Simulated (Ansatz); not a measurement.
The structure comes from a relaxation in the same program, started in the wurtzite type, and has space group P6_3mc. Whether it is a known phase or the ground state wasn't checked.

ZnS: DFT, PBE, PAW with Ansatz's default frozen-core files, scalar-relativistic (Ansatz 0.2.0).

Command: `ansatz run input.yaml --threads 1 --pin off --max-ram 3072MiB --backend cpu --events-out ev --progress --plain --runs-dir out` The run took 59 s on 1 thread of Arm Neoverse V1 (shared host), peak memory 0.43 GiB.

```yaml
crystal:
  lattice:
    - [3.845177355, 0.0, 0.0]
    - [-1.9225886775, 3.3300212715, 0.0]
    - [0.0, 0.0, 6.3055372693]
  atoms:
    - { symbol: Zn, position: [0.3333333333, 0.6666666667, 0.0007272007] }
    - { symbol: Zn, position: [0.6666666667, 0.3333333333, 0.5007272007] }
    - { symbol: S, position: [0.3333333333, 0.6666666667, 0.3752727993] }
    - { symbol: S, position: [0.6666666667, 0.3333333333, 0.8752727993] }
kpoints:
  mp_grid: { grid: [12, 12, 7] }
  band_path:
    path:
      - [0.0, 0.0, 0.0]
      - [0.5, 0.0, 0.0]
      - [0.3333333333, 0.3333333333, 0.0]
      - [0.0, 0.0, 0.0]
      - [0.0, 0.0, 0.5]
      - [0.5, 0.0, 0.5]
      - [0.3333333333, 0.3333333333, 0.5]
      - [0.0, 0.0, 0.5]
      - [0.5, 0.0, 0.5]
    npoints: 14
scf:
  occupations: { method: fermi_dirac, width: 0.03 }
hamiltonian:
  xc: pbe
  pseudopotentials: { kind: paw }
output:
  forces: true
  stress: true
  eigenvalues: true
  efg: { contact_densities: true }
  populations: true
  bader: true
  dos: { projected: true, de: 0.2, e_range: [-14, 8] }
  write_density: true
  write_potential: true
  elf: true
  volumetric_format: npy
```

Output:

```
Engine: ansatz 0.2.0
Pseudopotentials: kind: paw
Pseudopotential: Zn, paw, valence charge 12, recommended cutoff 420 eV (normal)
Pseudopotential: S, paw, valence charge 6, recommended cutoff 420 eV (normal)
Functional definition: PBE
  parameter kappa = 0.804
  parameter beta = 0.06672455060314922
  exchange = pbe_x(kappa = kappa, mu = beta*pi^2/3)
  correlation = pbe_c(beta = beta)
Crystal: 4 atoms, lattice volume = 80.739 Å³
Basis set: ecut = 420 eV, 1581 PW (Γ), exchange–correlation on 54×54×90 points (8 copies of the dense FFT grid, shifted against one another)
Bands: 22, of which v1, the nominal top of the filled ones, is band 18 counted from 1 (17 counted from 0)
Symmetry: 12 space group operations
Space group: P63mc (ITA 186), of the structure as read, at distance tolerance 4.3e-5 Å
k-points: 76 of 1008 (time reversal used)
Non-local potential: Zn, projectors of the file, l = 0: 2, l = 1: 2, l = 2: 3, l = 3: 1
Non-local potential: S, projectors of the file, l = 0: 2, l = 1: 2, l = 2: 2
PAW form: soft (Blöchl's): semilocal exchange-correlation on the pseudo side does not see the compensation charge
PAW one-centre angular grid: Zn, 590 points (default); XC on 64 Gauss nodes
PAW one-centre angular grid: S, 110 points (default); XC on 64 Gauss nodes
Initial density: superposition of atomic densities (neutral atoms: chi_scale 0, normalization atom), corrected by the library's trained network
Initial wavefunctions: pseudopotential atomic-orbital guess
Functional: x = pbe(κ = 0.804, μ = 0.2195149727645171), c = pbe(β = 0.06672455060314922)
SCF iter   1: F=—  HF=-8445.456842 eV  |F-HF|=—  |Δ(HF+E_count)|=         —  Δρ=5.24e-4  dr2=2.57e-4  ethr=1.77e-3  ⟨swp⟩=6.1  Hψ=8086  notcnv=0
preconditioner: auto → Resta (q_TF=auto, 2.385 Å⁻¹)  ε∞=6.5  [insulator: Δε(μ)=2.074 eV  Ē_g=10.532 eV  σ=0.030 eV  W_gap=1.00  n_scr=22 (ndim 8)  ℏωp=24.8 eV  f_vac=0.042  D(μ)=0.00/eV (n_scr^D=0)  ε∞_Penn≈6.5]
SCF iter   2: F=—  HF=-8445.457484 eV  |F-HF|=—  |Δ(HF+E_count)|=   6.41e-4  Δρ=4.34e-4  dr2=1.27e-4  ethr=7.15e-7  ⟨swp⟩=2.8  Hψ=4107  notcnv=0
SCF iter   3: F=—  HF=-8445.457559 eV  |F-HF|=—  |Δ(HF+E_count)|=   7.49e-5  Δρ=1.69e-4  dr2=1.68e-5  ethr=3.52e-7  ⟨swp⟩=2.0  Hψ=2914  notcnv=0
SCF iter   4: F=—  HF=-8445.457501 eV  |F-HF|=—  |Δ(HF+E_count)|=   5.79e-5  Δρ=6.84e-5  dr2=3.91e-6  ethr=4.66e-8  ⟨swp⟩=2.0  Hψ=3040  notcnv=0
SCF iter   5: F=—  HF=-8445.457501 eV  |F-HF|=—  |Δ(HF+E_count)|=   2.31e-7  Δρ=2.64e-5  dr2=5.72e-7  ethr=1.09e-8  ⟨swp⟩=2.9  Hψ=2964  notcnv=0
SCF iter   6: F=-8445.457501 eV  HF=-8445.457501 eV  |F-HF|=3.09e-8  |Δ(HF+E_count)|=   7.12e-7  Δρ=1.10e-5  dr2=8.53e-8  ethr=2.78e-10  ⟨swp⟩=6.0  Hψ=11533  notcnv=0
SCF 1 converged in 6 iterations: F = -8445.457501 eV  dr2 = 8.53e-8
  greatest PAW one-centre occupation: 0.984 electrons in one spin orbital (limit 2), on the Zn atom at site 0 (counted from 0), in its partial waves of l = 2
NSCF: frozen V_eff on 113 k-points
SCF converged after 6 iterations
Free energy (F): -8445.457501 eV
Harris-Foulkes:  -8445.457501 eV  (|F-HF|=3.09e-8)
Internal energy: -8445.457501 eV  (E = F + TS)
E sigma→0 (E₀):  -8445.457501 eV
Fermi energy:    6.571053 eV
--- Per-component energies (eV) ---
  E_band       = 2.368438
  E_kinetic    = 475.627248
  E_local      = -4117.765547  (includes V_loc(G=0)·N_el)
  E_nonlocal   = 1285.944267
  E_hartree    = 1721.312082
  E_xc         = -468.200507
  E_vxc        = -278.304042  (∫ρ·V_xc dr)
  E_paw        = -4857.647784  (= ΣΔE_a)
  E_vpaw       = -805.755929  (= ΣTr[D̂ρ^β])
  E_aug_tail   = -0.000706  (compensation charges beyond the density's cutoff)
  E_ewald      = -2484.726554
  E_smearing   = -0.000000  (= −TS)
  E_closure    = 0.000000  (closes the sum)
  Σ components = -8445.457501   (vs F -8445.457501, Δ=0.00e0)
--- Forces (eV/Å), atoms counted from 1 ---
  atom   1  Zn     0.00000000     0.00000000     0.00064353
  atom   2  Zn     0.00000000    -0.00000000     0.00064353
  atom   3  S      0.00000000     0.00000000    -0.00066091
  atom   4  S     -0.00000000    -0.00000000    -0.00066091
  max |Σ_I F_I| component: 3.48e-5 eV/Å
--- Stress (GPa, compression-positive) ---
       -0.001482       0.000000       0.000000
        0.000000      -0.001482      -0.000000
        0.000000      -0.000000      -0.001990
  P = ⅓ Tr σ = -0.0017 GPa (-0.017 kbar)
--- PAW observables at the nuclei: V_zz in 10²¹ V/m², potentials from the cell's mean, atoms counted from 1 ---
  atom   1  Zn V_zz =    +0.059512   η = 0.0000   by run symmetry: allowed
            electrostatic potential = -3941.293575 V   contact ρ = 166603.102027 e/Å³
  atom   2  Zn V_zz =    +0.059512   η = 0.0000   by run symmetry: allowed
            electrostatic potential = -3941.293575 V   contact ρ = 166603.102027 e/Å³
  atom   3  S  V_zz =    +0.258970   η = 0.0000   by run symmetry: allowed
            electrostatic potential = -1632.727552 V   contact ρ = 19765.303683 e/Å³
  atom   4  S  V_zz =    +0.258970   η = 0.0000   by run symmetry: allowed
            electrostatic potential = -1632.727552 V   contact ρ = 19765.303683 e/Å³
--- Band table (eV; the first three rows and the last of 76) ---
  k-point 0: bands = ["-7.4996", "-6.6096", "-0.7430", "-0.7313", "-0.7313", "-0.6529", "-0.6529", "-0.3117", "-0.3117", "-0.2394", "-0.2394", "-0.0877", "0.3443", "4.6547", "4.6547", "5.4356", "5.5098", "5.5098", "7.5885", "8.5586", "11.8152", "11.8152"]
  k-point 1: bands = ["-7.4618", "-6.6616", "-0.7451", "-0.7287", "-0.7287", "-0.6582", "-0.6582", "-0.3155", "-0.3071", "-0.3071", "-0.2419", "-0.2419", "0.7337", "4.6937", "4.6937", "4.9924", "5.4636", "5.4636", "7.9847", "8.6086", "11.8438", "11.8438"]
  k-point 2: bands = ["-7.3531", "-6.8019", "-0.7463", "-0.7207", "-0.7207", "-0.6721", "-0.6721", "-0.5444", "-0.2948", "-0.2948", "-0.2496", "-0.2496", "1.4239", "4.1213", "4.8046", "4.8046", "5.3364", "5.3364", "8.6346", "8.7477", "11.7290", "11.9423"]
  k-point 75: bands = ["-6.3760", "-6.3760", "-0.6072", "-0.6018", "-0.6018", "-0.5402", "-0.3729", "-0.3729", "-0.3098", "-0.3089", "0.0335", "0.0335", "0.9055", "0.9055", "2.4151", "2.7763", "4.1710", "4.1710", "10.0298", "10.0298", "11.4150", "12.2763"]
--- Löwdin populations: 4 sites ---
  site symbol       q [e]
     0     Zn     10.7252
     1     Zn     10.7252
     2      S      7.0814
     3      S      7.0814
  spilling = 0.010743 (of n_electrons = 36.000000)
--- Bader charges: 4 sites ---
  site symbol  charge [e]  shift [e]
     0     Zn      0.8930     0.0027
     1     Zn      0.8930     0.0027
     2      S     -0.8930     0.0027
     3      S     -0.8930     0.0027
  estimated error of the sums over rays = 3.5e-4 e
```

populations.tsv:

```
# site	symbol	l	j	q
# orbitals = lowdin
# n_electrons = 36.000000
# spilling = 0.010743
0	Zn	0_4S	-	0.748327
0	Zn	2_3D	-	9.976904
1	Zn	0_4S	-	0.748327
1	Zn	2_3D	-	9.976904
2	S	0_3S	-	1.859234
2	S	1_3P	-	5.222161
3	S	0_3S	-	1.859234
3	S	1_3P	-	5.222161
```

bader_charges.tsv:

```
# site	symbol	x_ang	y_ang	z_ang	partial_charge_e	electrons	volume_ang3	relative_density_drop	shared_charge_e	partial_wave_shift_e
# quadrature_error_electrons = 3.5e-4
0	Zn	0.0000	2.2200	0.0046	0.89299	29.10701	14.01	-	0.89299	0.00268
1	Zn	1.9226	1.1100	3.1574	0.89301	29.10699	14.01	-	0.89301	0.00267
2	S	0.0000	2.2200	2.3663	-0.89300	16.89300	26.36	-	-0.89300	0.00268
3	S	1.9226	1.1100	5.5191	-0.89300	16.89300	26.36	-	-0.89300	0.00267
```
